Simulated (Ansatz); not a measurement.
InSb (zinc blende)

```
InSb
1.0
    0.00000     3.31730     3.31730
    3.31730     0.00000     3.31730
    3.31730     3.31730     0.00000
Sb In
1 1
Direct
  0.75000   0.75000   0.75000
  0.00000   0.00000   0.00000
```

The slice is a {110} plane (indices of the conventional cell) through the point (0.750, 0.750, 0.750) (fractional), spanned by u = [100] and v = [1 -1 -1] in vectors of this cell: u (4.69 Å) and v (6.63 Å, at 90° to u). It covers one period; positions are fractions (u, v).

All values below come from PBE (plane waves to 420 eV, PAW, scalar-relativistic; Ansatz, a program for electronic structure). k mesh 12×12×12. Inside the PAW spheres the values are not all-electron values, and peaks at nuclei hang on which shells count as valence. At this level the bands of InSb touch or barely overlap; measurements give the solid a gap. InSb was relaxed with its symmetry unable to fall. Spin-orbit coupling is left out, though Sb is heavy.

Predict the map of the electron localisation function (ELF) on the slice.


```
|xxxx3366997744334477996633xx|
|2233559988443333334488995533|
|5566889944333322333344998866|
|888899663333xxxxxx3333669988|
|666666443322xxxxxx2233446666|
|333333333333xxxxxx3333333333|
|0011223333443322334433332211|
|0000112233333333333333221100|
|0000001122333333333322110000|
|0000000011222233222211000000|
|0000000000111111111100000000|
|0000000000000000000000000000|
|0000000000000000000000000000|
|3322110000000000000000001122|
|6666442211000000000011224466|
|8888775533000000000033557788|
|5566777755220000002255777766|
|2244556677441100114477665544|
|xxxx4466886622112266886644xx|
|xxxx2255997744334477995522xx|
```
Scale: ten equal steps from 0.01 (start of '0') to 0.66 (end of '9'), in the order '0123456789'. Values: electron localisation function (ELF). The map has 14 points along u (two characters each, u = 0 at the left) and 20 along v (v = 0 in the bottom row). Points within 0.5 Å of a nucleus are blanked (x), as the pseudised field means little there.
